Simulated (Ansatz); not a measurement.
**Ni5Pt (Pmmm) at 2 levels of theory**

One geometry, relaxed with PBE; plane waves with PAW potentials in Ansatz, scalar-relativistic. Collinear spin, ending at 3.7 μB a primitive cell. Gaps are the least over mesh and band path; pressure is positive in compression.

```xyz
6
Lattice="2.6022 0.0000 0.0000 0.0000 3.5379 0.0000 0.0000 0.0000 7.7019" Properties=species:S:1:pos:R:3 pbc="T T T"
Ni    0.0000    0.0000    2.6297
Ni    1.3011    1.7690    3.8509
Ni    0.0000    0.0000    5.0721
Ni    1.3011    1.7690    6.3026
Ni    1.3011    1.7690    1.3993
Pt    0.0000    0.0000    0.0000
```

| level | cutoff (eV) | k mesh | gap (eV) | pressure (GPa) | largest moment (μB) |
| --- | --- | --- | --- | --- | --- |
| PBE | 420 | 14×10×6 | 0 | 0.0 | 0.73 |

Task: What comes out on the same cell with PBEsol?

Result:
```
 level  cutoff (eV)   k mesh  gap (eV)  pressure (GPa)  largest moment (μB)
PBEsol          420  14×10×6         0            -9.7                 0.73
```

Spin-orbit coupling matters for the bands of heavy elements and is left out.

The cell was found from a structure generator's guess, not taken from experiment.
